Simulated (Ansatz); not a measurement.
The cell is COD entry 1509558, as deposited and not checked against the literature; nothing was relaxed. The listed cell was then made from it by scaling, straining or moving an atom.

An input for TlAgTe$_{2}$: DFT, LDA, all-electron LAPW, scalar-relativistic (Ansatz 0.2.0).

Command: `ansatz run input.yaml --threads 1 --pin off --max-ram 4096MiB --backend cpu --events-out ev --progress --plain --runs-dir out` The run took 5.1 min on 1 thread of AMD EPYC 9R45 (Zen 5), on a shared host, peak memory 2.5 GiB.

```yaml
crystal:
  lattice:
    - [-1.96, 1.96, 7.4578]
    - [1.96, -1.96, 7.4578]
    - [1.96, 1.96, -7.4578]
  atoms:
    - { symbol: Tl, position: [0.0, 0.0, 0.0] }
    - { symbol: Ag, position: [0.75, 0.25, 0.5] }
    - { symbol: Te, position: [0.369, 0.369, 0.0] }
    - { symbol: Te, position: [0.631, 0.631, 0.0] }
kpoints:
  mp_grid: { grid: [13, 13, 13] }
  band_path:
    path:
      - [0.0, 0.0, 0.0]
      - [0.0, 0.0, 0.5]
      - [0.25, 0.25, 0.25]
      - [0.0, 0.5, 0.0]
      - [0.0, 0.0, 0.0]
      - [0.5, 0.5, -0.5]
      - [0.2672675486, 0.7327324514, -0.2672675486]
      - [-0.2672675486, 0.2672675486, 0.2672675486]
      - [0.0, 0.0, 0.0]
    npoints: 5
scf:
  occupations: { method: fermi_dirac, width: 0.05 }
hamiltonian:
  xc: lda
  pseudopotentials: { kind: all_electron, lapw: { basis_error: 0.0005 } }
output:
  forces: true
  stress: true
  eigenvalues: true
```

Set-up and iterations as logged by Ansatz (the results part is left out, to be predicted):

```
LAPW: plane waves up to 9.076 Å⁻¹, error target 5.0e-4 eV per atom; small_component_spin mean_spin; Ag in spheres of 1.325 Å, 29 of its electrons in bands, Dirac shells []; Te in spheres of 1.320 Å, 24 of its electrons in bands, Dirac shells []; Tl in spheres of 1.347 Å, 45 of its electrons in bands, Dirac shells []
Engine: ansatz 0.2.0
Pseudopotentials: kind: all_electron
Pseudopotential: Tl, LAPW, valence charge 45, Koelling and Harmon's equation, gaussian nucleus
Pseudopotential: Ag, LAPW, valence charge 29, Koelling and Harmon's equation, gaussian nucleus
Pseudopotential: Te, LAPW, valence charge 24, Koelling and Harmon's equation, gaussian nucleus
Functional definition: SPW92
  exchange = slater_x
  correlation = pw_c
Crystal: 4 atoms, lattice volume = 114.600 Å³
Basis set: ecut = 313.8511211504855 eV, 1429 PW (Γ), FFT grids on a1+a3, a2+a3, a3, exchange–correlation at level 2
Bands: 74, of which v1, the nominal top of the filled ones, is band 61 counted from 1 (60 counted from 0)
Symmetry: 8 space group operations
Space group: I-4m2 (ITA 119), of the structure as read, at distance tolerance 4.9e-5 Å
k-points: 196 of 2197 (time reversal used)
Non-local potential: Tl, projectors of the file, none
Non-local potential: Ag, projectors of the file, none
Non-local potential: Te, projectors of the file, none
Initial density: superposition of atomic densities (chi_scale 0.1, normalization cell, long waves kept (reshape's long-wave potential 0.44 eV rms))
Initial wavefunctions: plane waves of lowest kinetic energy (no species holds an atomic orbital)
Functional: x = slater, c = lda
iter 1 solved again at ethr=6.90e-4 eV; its pass at ethr=1.00e-1 eV (dr2=8.42e-1 eV) is discarded
SCF iter   1: F=—  HF=-1064466.798843 eV  |F-HF|=—  |Δ(HF+E_count)|=         —  Δρ=2.01e-2  dr2=8.43e-1  ethr=6.90e-4  ⟨swp⟩=2.4  Hψ=88750  notcnv=0
SCF iter   2: F=—  HF=-1064466.349071 eV  |F-HF|=—  |Δ(HF+E_count)|=   4.50e-1  Δρ=9.91e-3  dr2=4.20e-1  ethr=6.90e-4  ⟨swp⟩=2.7  Hψ=43617  notcnv=0
iter 3 solved again at ethr=2.42e-5 eV; its pass at ethr=3.44e-4 eV (dr2=2.95e-2 eV) is discarded
SCF iter   3: F=—  HF=-1064466.281534 eV  |F-HF|=—  |Δ(HF+E_count)|=   6.75e-2  Δρ=3.79e-3  dr2=2.95e-2  ethr=2.42e-5  ⟨swp⟩=2.0  Hψ=71156  notcnv=0
SCF iter   4: F=—  HF=-1064466.219969 eV  |F-HF|=—  |Δ(HF+E_count)|=         —  Δρ=1.43e-3  dr2=1.01e-2  ethr=2.42e-5  ⟨swp⟩=2.2  Hψ=40932  notcnv=0
the basis was enlarged: its passes take 304.8 KiB over the memory plan, 1 of 1 planned eigensolver slots
SCF iter   5: F=—  HF=-1064466.216127 eV  |F-HF|=—  |Δ(HF+E_count)|=   3.84e-3  Δρ=4.97e-4  dr2=3.70e-4  ethr=8.26e-6  ⟨swp⟩=2.0  Hψ=40806  notcnv=0
SCF iter   6: F=—  HF=-1064466.215653 eV  |F-HF|=—  |Δ(HF+E_count)|=   4.75e-4  Δρ=1.70e-4  dr2=2.69e-5  ethr=3.03e-7  ⟨swp⟩=2.0  Hψ=40806  notcnv=0
SCF iter   7: F=—  HF=-1064466.215647 eV  |F-HF|=—  |Δ(HF+E_count)|=   6.00e-6  Δρ=4.83e-5  dr2=2.04e-6  ethr=2.20e-8  ⟨swp⟩=2.0  Hψ=40804  notcnv=0
SCF iter   8: F=—  HF=-1064466.215646 eV  |F-HF|=—  |Δ(HF+E_count)|=   9.42e-7  Δρ=1.54e-5  dr2=4.06e-7  ethr=1.67e-9  ⟨swp⟩=2.0  Hψ=40804  notcnv=0
SCF iter   9: F=-1064466.215646 eV  HF=-1064466.215646 eV  |F-HF|=1.65e-8  |Δ(HF+E_count)|=   2.79e-9  Δρ=4.59e-6  dr2=3.02e-8  ethr=3.33e-10  ⟨swp⟩=2.0  Hψ=40804  notcnv=0
```

**Question.** What pressure will this run report?

**Answer.** -0.23 GPa (positive in compression).

**Question.** How large will the largest force be?

**Answer.** 0.260 eV/Å.

**Question.** Is there a band gap?

**Answer.** none: bands cross the Fermi level, a metal.
